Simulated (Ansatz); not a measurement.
Ansatz 0.2.0, settings compared: LuSi₂Pt₂

input.yaml:

```yaml
crystal:
  lattice:
    - [0.0, 4.229517, 0.0]
    - [4.229517, 0.0, 0.0]
    - [2.114758, 2.114758, -4.914297]
  atoms:
    - { symbol: Pt, position: [0.75, 0.25, 0.5] }
    - { symbol: Pt, position: [0.25, 0.75, 0.5] }
    - { symbol: Lu, position: [0.0, 0.0, 0.0] }
    - { symbol: Si, position: [0.375, 0.375, 0.25] }
    - { symbol: Si, position: [0.625, 0.625, 0.75] }
  symmetry: { tolerance: 0.0003 }
kpoints:
  mp_grid: { grid: [5, 5, 5], shift: [0, 0, 0] }
magnetization:
  spin_polarized: false
scf:
  occupations: { method: tetrahedron }
hamiltonian:
  pseudopotentials: { kind: paw }
  xc: r2scan
basis:
  ecutwfc: 500
output:
  forces: true
  stress: true
  eigenvalues: true
  write_density: true
  write_potential: true
  elf: true
  volumetric_format: npy
relax:
  max_steps: 40
  cell: {}
```

The command:

```bash
ansatz run input.yaml --threads 1 --pin off --max-ram 2560MiB --backend cpu --events-out ev --progress --plain --runs-dir out
```

Origin of the cell: a known structure type with other elements, at an estimated volume, so it need not be a known compound.

Output of this run (shortened):

```
Warning: relax: with tetrahedron occupations the Hellmann–Feynman forces and the energy need not agree along the walk (scf.occupations.method in the input reference, under Limitations); prefe […]
Warning: output.forces, output.stress, relax.cell or npt_langevin: where a Kohn–Sham band that disperses or a degenerate level is filled in part under the method tetrahedron, the forces or th […]
band count auto-derived: 43 (N_el = 69.0; filled up to band 35; 42 by the electrons, moments and atoms)
Pseudopotentials: kind: paw
Pseudopotential: Pt, paw, valence charge 18, recommended cutoff 500 eV (meta_gga), Pt.paw.azcp
Pseudopotential: Lu, paw, valence charge 25, recommended cutoff 500 eV (meta_gga), Lu.paw.azcp
Pseudopotential: Si, paw, valence charge 4, recommended cutoff 500 eV (meta_gga), Si.paw.azcp
Functional definition: r2SCAN
  exchange = r2scan_x(k0 = k0, k1 = k1, a1 = a1)
  correlation = r2scan_c
Crystal: 5 atoms, lattice volume = 87.911 Å³
[… 14 lines left out …]
Initial density: superposition of atomic densities (neutral atoms: chi_scale 0, normalization atom), corrected by the library's trained network
Functional: x = r2scan, c = r2scan; τ floored in thin density (d = 2e-4 eV/Å³)
SCF iter   1: F=—  HF=-41100.397376 eV  Δρ=1.37e-2  dr2=2.68e-1  dr2_τ=6.79e-2
SCF iter   2: F=—  HF=-41100.372312 eV  Δρ=5.38e-3  dr2=3.56e-2  dr2_τ=9.12e-3  defer=39
SCF iter   3: F=—  HF=-41100.365740 eV  Δρ=3.31e-3  dr2=1.17e-2  dr2_τ=1.10e-3  defer=39
SCF iter   4: F=—  HF=-41100.364476 eV  Δρ=2.08e-3  dr2=5.83e-3  dr2_τ=1.21e-4  defer=39
SCF iter   5: F=—  HF=-41100.363507 eV  Δρ=5.62e-4  dr2=6.20e-4  dr2_τ=1.48e-5  defer=39
[… 2 lines left out …]
SCF iter   8: F=—  HF=-41100.363033 eV  Δρ=8.25e-6  dr2=7.74e-8  dr2_τ=1.07e-8  defer=39
SCF iter   9: F=—  HF=-41100.363027 eV  Δρ=3.95e-6  dr2=2.06e-8  dr2_τ=2.57e-10  defer=39
SCF iter  10: F=—  HF=-41100.363023 eV  Δρ=1.13e-6  dr2=1.92e-9  dr2_τ=6.87e-11  defer=39
SCF iter  11: F=—  HF=-41100.363022 eV  Δρ=4.06e-7  dr2=2.15e-10  dr2_τ=1.51e-11  defer=39
SCF iter  12: F=-41100.363022 eV  HF=-41100.363022 eV  Δρ=1.05e-7  dr2=2.10e-11  dr2_τ=1.39e-12
relax step   1: F+E_penalty+E_count = -41100.363022 eV  Δ(F+E_penalty+E_count) = +0.000e0 eV  max|allowed force component| = 1.024e0 eV/Å  Δτ_max = 0.0000 Å  P = -5.747 GPa  Ω = 87.911 Å³  (12 SCF iters, accepted)
relax step   2: F+E_penalty+E_count = -41100.507508 eV  Δ(F+E_penalty+E_count) = -1.445e-1 eV  max|allowed force component| = 5.219e-1 eV/Å  Δτ_max = 0.0575 Å  P = +2.765 GPa  Ω = 82.558 Å³ […]
relax step   3: F+E_penalty+E_count = -41100.526010 eV  Δ(F+E_penalty+E_count) = -1.850e-2 eV  max|allowed force component| = 1.872e-1 eV/Å  Δτ_max = 0.0179 Å  P = +0.796 GPa  Ω = 83.168 Å³ […]
relax step   4: F+E_penalty+E_count = -41100.527971 eV  Δ(F+E_penalty+E_count) = -1.961e-3 eV  max|allowed force component| = 2.357e-2 eV/Å  Δτ_max = 0.0133 Å  P = +0.076 GPa  Ω = 83.292 Å³ […]
relax step   5: F+E_penalty+E_count = -41100.528083 eV  Δ(F+E_penalty+E_count) = -1.117e-4 eV  max|allowed force component| = 5.251e-3 eV/Å  Δτ_max = 0.0018 Å  P = -0.031 GPa  Ω = 83.367 Å³ […]
relax step   6: F+E_penalty+E_count = -41100.527079 eV  Δ(F+E_penalty+E_count) = +1.004e-3 eV  max|allowed force component| = 5.921e-3 eV/Å  Δτ_max = 0.0000 Å  P = -0.034 GPa  Ω = 83.367 Å³  stress off target by 7.09e-2 GPa […]
relax step   7: F+E_penalty+E_count = -41100.527113 eV  Δ(F+E_penalty+E_count) = -3.464e-5 eV  max|allowed force component| = 4.146e-3 eV/Å  Δτ_max = 0.0001 Å  P = -0.010 GPa  Ω = 83.359 Å³ […]
relax step   8: F+E_penalty+E_count = -41100.527108 eV  Δ(F+E_penalty+E_count) = +5.315e-6 eV  max|allowed force component| = 4.126e-3 eV/Å  Δτ_max = 0.0000 Å  P = -0.010 GPa  Ω = 83.359 Å³  stress off target by 2.03e-2 GPa […]
SCF 8 converged in 4 iterations: F = -41100.527108 eV  dr2 = 2.89e-11
basis re-selected at this cell: Δ(F+E_penalty+E_count) = +5.315e-6 eV, ΔP = -0.000 GPa vs the last step (what re-selecting the basis moved, of the pressure what is left beyond the Pulay corre […]
SCF converged after 4 iterations
Stability not checked: this state was not tested for a lower state beside it, because cold or Methfessel-Paxton smearing, or corrected tetrahedra, fill the levels in a way that the test cannot read (fill_not_monotonic; […]
Free energy (F): -41100.527108 eV
Harris-Foulkes:  -41100.527108 eV  (|F-HF|=4.80e-10)
Internal energy: -41100.525690 eV  (E = F + TS)
E sigma→0 (E₀):  -41100.527108 eV
Entropy (-TS):   -0.001418 eV (-0.284 meV/atom)
Fermi energy:    17.299486 eV
--- Per-component energies (eV) ---
  E_band       = -391.330346
  E_kinetic    = 1784.947314
  E_local      = -10909.868658  (includes V_loc(G=0)·N_el)
  E_nonlocal   = 1017.748182
  E_hartree    = 4482.147917
  E_xc         = -823.716050
  E_vxc        = -1077.167019  (∫ρ·V_xc dr)
  E_paw        = -27381.185346  (= ΣΔE_a)
  E_vpaw       = -235.828320  (= ΣTr[D̂ρ^β])
  E_aug_tail   = 0.000296  (compensation charges beyond the density's cutoff)
  E_vtau       = 64.541976  (kinetic-family band-sum trace: ∫τ·v_τ [+ j·A + Jᵃ·Aᵃ] dr)
  E_ewald      = -9270.661012
  E_core_change = 0.061668  (= ΣΔE_core)
  E_smearing   = -0.001418  (= −TS)
  Σ components = -41100.527108   (vs F -41100.527108, Δ=0.00e0)
--- Forces (eV/Å), atoms counted from 1 ---
  atom   1  Pt    -0.000000     0.000000     0.000000
  atom   2  Pt     0.000000    -0.000000    -0.000000
  atom   3  Lu    -0.000000    -0.000000     0.000000
  atom   4  Si    -0.000000    -0.000000    -0.004126
  atom   5  Si     0.000000     0.000000     0.004126
  max |Σ_I F_I| component: 7.81e-18 eV/Å
--- Stress (GPa, compression-positive) ---
       -0.020343      -0.000000       0.000000
       -0.000000      -0.020343       0.000000
        0.000000       0.000000       0.010848
  P = ⅓ Tr σ = -0.0099 GPa (-0.099 kbar)
--- Relaxed structure (6 steps of the walk, 6 accepted, 2 SCFs on fresh bases) ---
  F+E_penalty+E_count = -41100.527108 eV   max|allowed force component| = 4.126e-3 eV/Å   (the final SCF, on the basis selected at the relaxed cell)
  cell:  # Å, volume = 83.3585 Å³
    - [-5.336e-15, 4.122759, -2.097e-7]
    - [4.122759, -5.336e-15, -2.097e-7]
    - [2.061379, 2.061379, -4.904268]
  atoms:
    - { symbol: Pt, position: [0.75, 0.250000, 0.500000] }
    - { symbol: Pt, position: [0.250000, 0.75, 0.500000] }
    - { symbol: Lu, position: [0.0, 0.0, 1.411e-19] }
    - { symbol: Si, position: [0.383856, 0.383856, 0.232289] }
    - { symbol: Si, position: [0.616144, 0.616144, 0.767711] }
```

The same input was run again with these changes:

1. `scf.initial_density.chi_scale` default → 0.0
2. `basis.ecutrho_ratio` default → 12; `scf.convergence.dr2_threshold` default → 0.0001; `magnetization` { spin_polarized: false } → { spin_polarized: true } (starts: random); typed moments: Pt1 0.5, Pt2 2, Lu3 2, Si4 4, Si5 -4
3. `scf.occupations.method` tetrahedron → methfessel_paxton; `scf.occupations.width` default → 0.001
4. `ecutwfc` default → 400; `scf.max_iter` default → 100

```json
{"run": "base", "end": "converged", "SCF iterations": "75", "volume (Å³/atom)": "16.67", "max force component (eV/Å)": "0.004", "moment (μB)": "–", "ΔE(σ→0) (meV/atom)": "0"}
{"run": "1", "end": "converged", "SCF iterations": "77", "volume (Å³/atom)": "16.67", "max force component (eV/Å)": "0.004", "moment (μB)": "–", "ΔE(σ→0) (meV/atom)": "0.00"}
{"run": "2", "end": "converged", "SCF iterations": "77", "volume (Å³/atom)": "16.67", "max force component (eV/Å)": "0.004", "moment (μB)": "0.00", "ΔE(σ→0) (meV/atom)": "0.00"}
{"run": "3", "end": "converged", "SCF iterations": "53", "volume (Å³/atom)": "16.74", "max force component (eV/Å)": "0.001", "moment (μB)": "–", "ΔE(σ→0) (meV/atom)": "3.02"}
{"run": "4", "end": "input refused", "SCF iterations": "0", "volume (Å³/atom)": "–", "max force component (eV/Å)": "–", "moment (μB)": "–", "ΔE(σ→0) (meV/atom)": "–"}
```

Energies are compared only where functional, datasets, charge and starting cell are the same.

Caveats of the base run: forces and stress under tetrahedra may miss the slope of the energy; no moments, though an odd count or open d shells may carry them; no spin-orbit coupling, though heavy elements are present; the k mesh is coarse if the cell is a metal; the relaxation held the start's symmetry, so the end may be a saddle point.

Run 2: a starting moment was lost; the SCF threshold is loose for forces.

The base run took 50 s on 1 thread of Intel(R) Xeon(R) 6975P-C (Granite Rapids) (shared host), peak memory 0.69 GiB, from the program's own first density.
